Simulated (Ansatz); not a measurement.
# Ba2LiB6Os: settings compared (Ansatz)

The input file (Ansatz 0.2.0, plane waves):

```yaml
crystal:
  lattice:
    - [0.0, 3.980732, 3.980732]
    - [3.980732, 0.0, 3.980732]
    - [3.980732, 3.980732, 0.0]
  atoms:
    - { symbol: Li, position: [0.5, 0.5, 0.5] }
    - { symbol: Ba, position: [0.25, 0.25, 0.25] }
    - { symbol: Ba, position: [0.75, 0.75, 0.75] }
    - { symbol: Os, position: [0.0, 0.0, 0.0] }
    - { symbol: B, position: [0.767, 0.233, 0.233] }
    - { symbol: B, position: [0.233, 0.767, 0.233] }
    - { symbol: B, position: [0.233, 0.767, 0.767] }
    - { symbol: B, position: [0.767, 0.233, 0.767] }
    - { symbol: B, position: [0.233, 0.233, 0.767] }
    - { symbol: B, position: [0.767, 0.767, 0.233] }
  symmetry: { tolerance: 0.0003 }
kpoints:
  mp_grid: { grid: [4, 4, 4], shift: [0, 0, 0] }
magnetization:
  spin_polarized: false
scf:
  occupations: { method: gaussian, width: 0.1688 }
hamiltonian:
  pseudopotentials: { kind: paw }
  xc: r2scan
basis:
  ecutwfc: 500
output:
  forces: true
  stress: true
  eigenvalues: true
```

Launch command:

```bash
ansatz run input.yaml --threads 1 --pin off --max-ram 2560MiB --backend cpu --events-out ev --progress --plain --runs-dir out
```

Origin of the cell: a known structure type with other elements, at an estimated volume, so it need not be a known compound.

Output of this run (shortened):

```
SCF iter   1: F=—  HF=-24455.840472 eV  Δρ=1.36e-2  dr2=3.07e-1  dr2_τ=4.57e-1
SCF iter   2: F=—  HF=-24456.120763 eV  Δρ=4.23e-3  dr2=2.84e-2  dr2_τ=1.83e-2  defer=27
SCF iter   3: F=—  HF=-24456.123298 eV  Δρ=2.50e-3  dr2=1.19e-2  dr2_τ=2.28e-4  defer=27
SCF iter   4: F=—  HF=-24456.122252 eV  Δρ=4.79e-4  dr2=3.19e-4  dr2_τ=1.56e-5  defer=27
SCF iter   5: F=—  HF=-24456.122366 eV  Δρ=1.35e-4  dr2=3.44e-5  dr2_τ=1.19e-6  defer=27
SCF iter   6: F=—  HF=-24456.122431 eV  Δρ=2.47e-5  dr2=6.75e-7  dr2_τ=4.82e-8  defer=27
SCF iter   7: F=-24456.122432 eV  HF=-24456.122431 eV  Δρ=4.61e-6  dr2=3.41e-8  dr2_τ=1.85e-9
SCF 1 converged in 7 iterations: F = -24456.122432 eV  dr2 = 3.41e-8
SCF converged after 7 iterations
Free energy (F): -24456.122432 eV
Harris-Foulkes:  -24456.122431 eV  (|F-HF|=2.87e-9)
Internal energy: -24456.049825 eV  (E = F + TS)
E sigma→0 (E₀):  -24456.086128 eV
Entropy (-TS):   -0.072607 eV (-7.261 meV/atom)
Fermi energy:    12.683026 eV
--- Per-component energies (eV) ---
  E_band       = -264.056637
  E_kinetic    = 1219.151441
  E_local      = -2569.693378  (includes V_loc(G=0)·N_el)
  E_nonlocal   = 173.034876
  E_hartree    = 1035.799836
  E_xc         = -769.372123
  E_vxc        = -876.668939  (∫ρ·V_xc dr)
  E_paw        = -20050.293834  (= ΣΔE_a)
  E_vpaw       = -327.044017  (= ΣTr[D̂ρ^β])
  E_aug_tail   = -0.000277  (compensation charges beyond the density's cutoff)
  E_vtau       = 45.562024  (kinetic-family band-sum trace: ∫τ·v_τ [+ j·A + Jᵃ·Aᵃ] dr)
  E_ewald      = -3494.321532
  E_core_change = -0.354833  (= ΣΔE_core)
  E_smearing   = -0.072607  (= −TS)
  Σ components = -24456.122432   (vs F -24456.122432, Δ=0.00e0)
--- Forces (eV/Å), atoms counted from 1 ---
  atom   1  Li     0.000000    -0.000000    -0.000000
[… 4 lines left out …]
  atom   6  B      0.000000     5.045879    -0.000000
  atom   7  B     -5.045879     0.000000     0.000000
  atom   8  B     -0.000000    -5.045879     0.000000
  atom   9  B     -0.000000     0.000000     5.045879
  atom  10  B      0.000000    -0.000000    -5.045879
  max |Σ_I F_I| component: 1.78e-15 eV/Å
--- Stress (GPa, compression-positive) ---
       46.315093       0.000000       0.000000
       -0.000000      46.315093       0.000000
        0.000000       0.000000      46.315093
  P = ⅓ Tr σ = 46.3151 GPa (463.151 kbar)
```

The same input was run again with these changes:

1. `scf.eigensolver.kind` default → davidson; `hamiltonian.hubbard` default → { sites: [{ species: Os, l: d, u_eff: 5.0 }], double_counting: fll }
2. `scf.occupations.method` gaussian → fermi_dirac; `scf.occupations.width` 0.1688 → 0.15
3. `hamiltonian.pseudopotentials` { kind: paw } → { kind: nc, accuracy: standard }
4. `kpoints.mp_grid.shift` [0, 0, 0] → [0.5, 0.5, 0.5]; `total_charge` default → 1

| run | end | SCF iterations | P (GPa) | max force component (eV/Å) | moment (μB) | ΔE(σ→0) (meV/atom) |
| --- | --- | --- | --- | --- | --- | --- |
| base | converged | 7 | 46.32 | 5.046 | – | 0 |
| 1 | converged | 10 | 45.38 | 4.885 | – | – |
| 2 | converged | 7 | 46.48 | 5.061 | – | -1.10 |
| 3 | converged | 9 | 47.00 | 5.165 | – | – |
| 4 | converged | 8 | – | 5.129 | – | – |

Energies are compared only where functional, datasets, charge and starting cell are the same.

Caveats of the base run: no moments, though an odd count or open d shells may carry them; no spin-orbit coupling, though heavy elements are present; the given cell is far from equilibrium, with atoms too close or a volume far off; the k mesh is coarse if the cell is a metal; wide smearing.

Run 3: the cutoff lies below the datasets' advice; the norm-conserving files were made for PBE, not for this functional.
Run 4: charged cell with a uniform background, whose pressure depends on convention; the k mesh keeps only part of the crystal's symmetry.

The base run took 6.8 s of wall time on 1 CPU thread(s) of a shared host, from the program's own first density.
